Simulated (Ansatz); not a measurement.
KBr:
```xyz
2
Lattice="0.0000 3.3528 3.3528 3.3528 0.0000 3.3528 3.3528 3.3528 0.0000" Properties=species:S:1:pos:R:3 pbc="T T T"
K      0.0000     0.0000     0.0000
Br     3.3528     3.3528     3.3528
```

Tensor components refer to the Cartesian frame of this cell.

### Question
Give the high-frequency dielectric tensor and the Born effective charge tensors of the independent atoms from DFPT, plane-wave PAW PBE (Ansatz code).

### Answer

ε∞:
```
2.50  0.00  0.00
0.00  2.50  0.00
0.00  0.00  2.50
```
Z* of atom 1 (K), rows: field, columns: displacement, in e:
```
1.14  0.00  0.00
0.00  1.14  0.00
0.00  0.00  1.14
```
Z* of atom 2 (Br), rows: field, columns: displacement, in e:
```
-1.14   0.00   0.00
 0.00  -1.14   0.00
 0.00   0.00  -1.14
```

Static charges for comparison (Bader): K1 +0.83, Br2 -0.83 e. Born charges measure polarisation by displacement and can exceed these by far.

Space group Fm-3m (rock salt). Symmetry was held in the PBE relaxation; phonons on a q-mesh show no instability. Scalar-relativistic: spin–orbit coupling is off unless named, which matters more the heavier the elements.

Potentials: the later of the program's two PAW sets.
